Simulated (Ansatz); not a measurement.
SnMo3N:
```xyz
5
Lattice="4.1378 0.0000 0.0000 0.0000 4.1378 0.0000 0.0000 0.0000 4.1378" Properties=species:S:1:pos:R:3 pbc="T T T"
Sn     0.0000     0.0000     0.0000
Mo     0.0000     2.0689     2.0689
Mo     2.0689     0.0000     2.0689
Mo     2.0689     2.0689     0.0000
N      2.0689     2.0689     2.0689
```

Relaxed with PBEsol. Special points in fractions of this cell's reciprocal vectors: Γ (0.000, 0.000, 0.000); X (0.000, 0.500, 0.000); M (0.500, 0.500, 0.000); R (0.500, 0.500, 0.500).

List the band energies nearest the Fermi level at these points for DFT-PBEsol in the program Ansatz with PAW potentials.

In eV from the Fermi level; about four levels below and three above (degenerate sets whole), none deeper than 8.9 eV; points with the same levels are listed once.

```csv
k,below,above
Γ,-0.10 -0.10 -0.10 -0.03 -0.03 -0.03,0.87 0.87 2.76
X,-1.24 -0.95 -0.23 -0.23,0.25 1.12 1.12
M,-1.72 -1.72 -0.26 -0.24,0.56 0.65 0.71
R,-2.00 -2.00 -2.00 -1.67 -1.67 -1.67,0.64 0.64 2.44
```

Space group Pm-3m (anti-perovskite). The start of the workflow was typed in or built on a structure type; neither database checked (COD, Materials Project) lists it. Whether it is the stable phase at ambient conditions was not checked. The cell was relaxed with PBEsol under the symmetry of its start. At this level the phase is dynamically unstable (imaginary phonons). The workflow began spin-polarised and lost its moments. Scalar-relativistic: spin–orbit coupling is off unless named, which matters more the heavier the elements.

Potentials: the earlier of the program's two PAW sets. The files were generated under PBE; for other functionals the program regenerates the frozen cores, and for LDA and PBEsol the local potential too.
